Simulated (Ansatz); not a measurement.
**BN: what each run costs**

Cell: 4 atoms, space group P6_3mc, a = 2.536 Å, b = 2.536 Å, c = 4.199 Å, α = 90.00°, β = 90.00°, γ = 120.00°.

All runs are DFT with Ansatz 0.2.0 on 1 thread of Arm Neoverse V1 (aarch64; 8 cores open to the job, memory cap 2.5 GiB, no GPU), a shared host.

Task: Rank the runs by wall time, shortest first.
A. relaxation of the ions, PBE, 420 eV, 12×12×7 k-points, smearing 0.02 eV
B. core holes on 2 sites, PBE, 420 eV, 4×4×3 k-points, fixed occupations, 32 atoms
C. dielectric tensor by linear response, PBE, 420 eV, 12×12×7 k-points, fixed occupations

Result: A (6.3 s, 0.32 GiB), C (33 s, 0.48 GiB), B (1.8 min, 0.63 GiB).
